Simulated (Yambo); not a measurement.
```xyz
8
Lattice="3.3672 -4.7792 0.0000 3.3672 4.7792 0.0000 0.0000 0.0000 3.3923" Properties=species:S:1:pos:R:3 pbc="T T T"
O      3.3672     2.3648     0.0000
O      3.3672    -2.3648     0.0000
O      1.7019     0.0000     1.6962
O      5.0325     0.0000     1.6962
Ca     3.3672     0.0000     0.0000
Ca     1.6836    -2.3896     1.6962
Ca     1.6836     2.3896     1.6962
Cd     0.0000     0.0000     0.0000
```

Ca$_{3}$CdO$_{4}$ (space group Cmmm, No. 65): mean Im ε in 1 eV windows above the direct gap of 4.38 eV, for different electron-hole kernels (Yambo, broadening 0.15 eV, PBEsol (Quantum ESPRESSO, PseudoDojo norm-conserving, 102 Ry, without SOC) bands; 4×4×6 mesh, 12 valence and 7 conduction bands, static screening with 77 bands and a 3 Ry block, scissor 1.60 eV, Tamm-Dancoff; field along x).

```
window (eV)  independent quasiparticles  BSE
-----------  --------------------------  ---
4.4 to 5.4                          0.8  2.7
5.4 to 6.4                          2.0  4.2
6.4 to 7.4                          3.4  3.5
7.4 to 8.4                          3.8  3.1
```

This run doesn't resolve bound excitons or single peaks, so only averages are given, and they too depend on the mesh; weight that the attraction moves below the gap isn't listed. All transitions below 8.64 eV are in the band window. The scissor comes from a G0W0 run whose convergence isn't established.

Spin-orbit splittings are left out.

Geometry of the Materials Project entry, not relaxed at this level.

The structure is a Materials Project entry; no match was found in the copy of COD used, and its stability was not checked.
